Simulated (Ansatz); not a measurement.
SiGe (CsCl type, Pm-3m) under volume change, plane-wave PAW r²SCAN (Ansatz code), scaled uniformly.

| V (Å³/atom) | E − E(relaxed) (meV/atom) | P (GPa) |
|---|---|---|
| 15.133 | 39.3 | 9.10 |
| 15.632 | 16.6 | 5.60 |
| 16.131 | (withheld) | (withheld) |
| 16.630 | 0.0 | 0.00 |
| 17.129 | 3.5 | -2.17 |
| 17.627 | 13.1 | -3.92 |
| 18.126 | (withheld) | (withheld) |

Problem. Fill in the missing entries.

Solution. 
- 18.126, E − E(relaxed) (meV/atom): 27.5
- 18.126, P (GPa): -5.33
- 16.131, E − E(relaxed) (meV/atom): 3.9
- 16.131, P (GPa): 2.60

Problem. What does a third-order Birch–Murnaghan fit give for V₀, B₀ and B′?

Solution. V₀ = 16.63 Å³/atom, B₀ = 77.0 GPa, B′ = 4.8.

The cell is a constructed one: a structure type filled with these elements; neither database checked (COD, Materials Project) lists it. Whether it is the stable phase at ambient conditions was not checked. The r²SCAN relaxation kept the symmetry of its start. At this level the phase is mechanically unstable.

Potentials: the earlier of the program's two PAW sets.
